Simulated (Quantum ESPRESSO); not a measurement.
# Kohn-Sham bands of C (C2/m)

```xyz
2
Lattice="2.1273 -1.2283 0.0000 2.1273 1.2283 0.0000 -1.3791 0.0000 3.5028" Properties=species:S:1:pos:R:3 pbc="T T T"
C     -0.7091     0.0000     0.0003
C      0.7091     0.0000    -0.0003
```

Materials Project entry mp-169; symmetrised, unrelaxed at this level. Not found in the COD (Crystallography Open Database) copy used, which has the formula in other groups; not checked further. The atoms lie within 0.1 Å of the higher space group R-3m. Method: PBEsol plane waves in Quantum ESPRESSO 7.5 (PseudoDojo norm-conserving files, 66 Ry, no spin polarisation, no spin-orbit coupling), Bloch states on a 12×12×8 mesh through Γ, Wannier90 4.0.1. Density: 14×14×10 mesh, cold smearing 0.01 Ry. The cell is built of weakly bound layers, chains or molecules, whose nearest atoms lie 3.50 Å apart. Database cells relaxed without dispersion often hold them too far apart, which can enlarge gaps and weakens couplings between them; spacing and stacking were not compared with the measured crystal. The gap is small at this level and was sampled on the meshes and a path alone.

**Question.** List the Kohn-Sham levels between −8 and 3.2 eV relative to the valence-band maximum at the high-symmetry points, as a band run of pw.x on that density gives them (levels within 2 meV counted together).

**Answer.** 
| point | k (reciprocal lattice) | levels (eV) |
|---|---|---|
| Γ | 0.000 0.000 0.000 | -6.78, -2.86 (×2) |
| C | -0.346 0.346 0.000 | -0.48, 0.64 |
| C_2 | -0.654 -0.346 0.000 | -0.48, 0.64 |
| Y_2 | -0.500 -0.500 0.000 | -6.34, -2.54, 1.48 |
| M_2 | -0.500 -0.500 0.500 | -6.30, -2.03, 2.01 |
| D | -0.694 -0.306 0.500 | -1.12, 1.15 |
| D_2 | -0.306 0.306 0.500 | -1.12, 1.15 |
| A | 0.000 0.000 0.500 | -2.87 (×2) |
| L_2 | -0.500 0.000 0.500 | -6.34, -2.58, 1.43 |
| V_2 | -0.500 0.000 0.000 | -6.30, -1.98, 2.07 |
